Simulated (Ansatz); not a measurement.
# PbSe (Fm-3m), elastic constants by finite strains: input and output

Computed with LDA, all-electron PAW in Ansatz 0.2.0, datasets made for the crystal, scalar-relativistic; not a measurement.

Cell and atoms were relaxed beforehand by PAW with this functional.

Command:

```sh
ansatz run input.yaml --threads 1 --pin off --max-ram 2560MiB --backend cpu --events-out ev --progress --plain --runs-dir out
```

input.yaml:

```yaml
crystal:
  lattice:
    - [0.0, 3.02078731872, 3.02078731872]
    - [3.02078731872, 0.0, 3.02078731872]
    - [3.02078731872, 3.02078731872, 0.0]
  atoms:
    - { symbol: Pb, position: [0.0, 0.0, 0.0] }
    - { symbol: Se, position: [0.5, 0.5, 0.5] }
kpoints:
  mp_grid: { grid: [12, 12, 12] }
scf:
  occupations: { method: fermi_dirac, width: 0.05 }
hamiltonian:
  xc: lda
  pseudopotentials: { kind: all_electron, datasets: crystal }
elastic:
  mode: relaxed_ion
  stencil: two_point
  amplitude: 0.003
```

Output (shortened where marked):

```
Warning: RAYON_NUM_THREADS=1 ignored (pool sized by the plan → 1); use --threads N
hamiltonian.pseudopotentials.datasets: crystal makes datasets for this crystal and solves the spheres of its atoms anew in each pass: cutoff 260.0 eV, the density's 1040.0 eV; recipe 3924be6a7056.33, for an error of 0.50 meV an ...
Engine: ansatz 0.2.0, aarch64-unknown-linux-gnu
Pseudopotentials: kind: all_electron
Pseudopotential: Pb, paw, valence charge 14, recommended cutoff 260 eV (normal), crystal/all_electron/lda/scalar/gaussian/Pb, Koelling and Harmon's equation, gaussian nucleus
Pseudopotential: Se, paw, valence charge 6, recommended cutoff 260 eV (normal), crystal/all_electron/lda/scalar/gaussian/Se, Koelling and Harmon's equation, gaussian nucleus
Functional definition: SPW92
  exchange = slater_x
  correlation = pw_c
Crystal: 2 atoms, lattice volume = 55.130 Å³
Basis set: ecut = 260 eV, 531 PW (Γ)
Bands: 14, of which v1, the nominal top of the filled ones, is band 10 counted from 1 (9 counted from 0)
Symmetry: 48 space group operations
Space group: Fm-3m (ITA 225), of the structure as read, at distance tolerance 3.8e-5 Å
k-points: 72 of 1728
Non-local potential: Pb, projectors of the file, l = 0: 1, l = 1: 1, l = 2: 2
Non-local potential: Se, projectors of the file, l = 0: 1, l = 1: 1
PAW form: soft (Blöchl's): semilocal exchange-correlation on the pseudo side does not see the compensation charge
PAW one-centre angular grid: Pb, 590 points (default); XC on its mesh's 1809 points in the sphere
PAW one-centre angular grid: Se, 110 points (default); XC on its mesh's 1903 points in the sphere
Initial density: superposition of atomic densities (neutral atoms: chi_scale 0, normalization atom)
Initial wavefunctions: pseudopotential atomic-orbital guess
Functional: x = slater, c = lda
iter 1 solved again at ethr=5.20e-3 eV; its pass at ethr=1.00e-1 eV (dr2=1.04e0 eV) is discarded
[... 96 lines left out ...]
  E_closure    = 3477.952957  (closes the sum)
  Σ components = -633803.768335   (vs F -633803.768335, Δ=0.00e0)
  The terms above E_closure are by the made datasets' own strengths, without shells solved beside the bands.
--- Forces (eV/Å), atoms counted from 1 ---
  atom   1  Pb    -0.00000000    -0.00000000    -0.00000000
  atom   2  Se     0.00000000     0.00000000    -0.00000000
  max |Σ_I F_I| component: 1.46e-30 eV/Å
--- Stress (GPa, compression-positive) ---
        0.003261       0.000000       0.000000
        0.000000       0.003261       0.000000
        0.000000       0.000000       0.003261
  P = ⅓ Tr σ = 0.0033 GPa (0.033 kbar)
--- Elastic constants: 2 strain directions × 2 members + reference (group order 48) ---
  dense FFT box of the reference and of every strained cell: 24×24×24
  strains applied: 11, 23; error gains: componentwise 1.00 (the most a stress slope's error grows in a printed constant), spectral 1.73 (1 for all six strains in a standard setting)
  C = ∂σ_k/∂η_j (tension-positive GPa; Voigt order 11 22 33 23 13 12):
       150.649     11.718     11.718      0.000      0.000      0.000
        11.718    150.649     11.718     -0.000      0.000      0.000
        11.718     11.718    150.649     -0.000      0.000      0.000
         0.000      0.000      0.000     17.589      0.000     -0.000
        -0.000      0.000     -0.000     -0.000     17.589      0.000
         0.000     -0.000      0.000     -0.000     -0.000     17.589
  reference stress σ⁰ (GPa):     -0.003     -0.003     -0.003     -0.000     -0.000     -0.000
  C* (energy form; C + prestress term) asymmetry max|C*_kj − C*_jk| = 3.553e-15 GPa — a small one proves nothing (zero by symmetry where the batch's group is 432, −43m or m−3m); a large one is finite-difference/SCF noise where ...
  moduli (Voigt/Reuss/Hill, GPa): K = 58.03/58.03/58.03   G = 38.34/25.08/31.71   E = 80.47   ν = 0.269
  mechanically stable: yes (min eigenvalue of sym C = 17.59 GPa)
  where every solve meets its electron count the energy-path curvature estimates C_jj along a normal strain and C_jj − ¼(σ⁰_aa + σ⁰_bb) along a shear (ab), closely only under elastic.basis: deformed
  strain η (Voigt 11):  stress-route row diagonal C_11 = 150.65 GPa, energy-path curvature d²(F+E_count)/dδ²/Ω₀ = 150.64 GPa
         δ    σ_11 (GPa)             F (eV)   n_scf  n_hpsi   n_pw
    -3.000e-3      -0.4638     -633803.7680960       9   58645    544   relax 0 steps, max|allowed force component| 3.35e-30 eV/Å
     3.000e-3       0.4401     -633803.7681081       6   43642    544   relax 0 steps, max|allowed force component| 1.87e-30 eV/Å
  strain η (Voigt 23):  stress-route row diagonal C_44 = 17.59 GPa, energy-path curvature d²(F+E_count)/dδ²/Ω₀ = 17.60 GPa
         δ    σ_23 (GPa)             F (eV)   n_scf  n_hpsi   n_pw
    -3.000e-3      -0.0528     -633803.7683080       9   96195    544   relax 0 steps, max|allowed force component| 8.87e-30 eV/Å
     3.000e-3       0.0528     -633803.7683080       5   61250    544   relax 0 steps, max|allowed force component| 4.73e-30 eV/Å
```

Self-consistency was reached.

### Elastic constants

Elastic constants of a crystal by Kohn-Sham DFT: slopes of the stress over finite engineering strains of the given cell, Voigt indices, Cartesian axes as in the input.

* Pressure at rest: 0.003 GPa
* Least elastic eigenvalue: 17.59 GPa
* Elastically stable: yes

```
index  elastic (GPa)
   11          150.7
   12          11.72
   44          17.59
```

Elastic moduli:

Hill averages of a grain aggregate, Debye temperature from the mean sound speed over directions.

| Property | Result |
| --- | --- |
| Bulk modulus | 58.03 GPa |
| Shear modulus | 31.71 GPa |
| Young modulus | 80.47 GPa |
| Poisson ratio | 0.2689 |
| Bulk over shear modulus | 1.83 |
| Elastic anisotropy index | 2.643 |
| Least young modulus | 47.92 GPa |
| Largest young modulus | 149 GPa |
| Longitudinal sound speed | 3411 m/s |
| Transverse sound speed | 1918 m/s |
| Elastic debye temperature | 199.5 K |
| Linear compressibility (x, y, z) | 5.744, 5.744, 5.744 1/TPa |
| Zener ratio | 0.2532 |
| Cauchy pressure | -5.87 GPa |

**Strained cells**

Stress of each strained cell less that at rest, tension positive.

```
strain component  strain  stress xx (GPa)  stress yy (GPa)  stress zz (GPa)  stress yz (GPa)  stress xz (GPa)  stress xy (GPa)  relaxation steps
              xx  -0.003          -0.4605          -0.0351          -0.0351                0                0                0                 0
              xx   0.003           0.4434           0.0352           0.0352                0                0                0                 0
              yz  -0.003           0.0002                0                0          -0.0528                0                0                 0
              yz   0.003           0.0002                0                0           0.0528                0                0                 0
```

Known limits: the gap is closed or tiny at this level, so small that the run used smearing; responses move with mesh and smearing; no spin-orbit coupling on heavy atoms; the softest shear constant rests on one k mesh, and a soft shear can herald a distortion on cooling.

Cost: 85 s on 1 thread of Arm Neoverse V1, with other jobs on the host, peak memory 0.69 GiB.
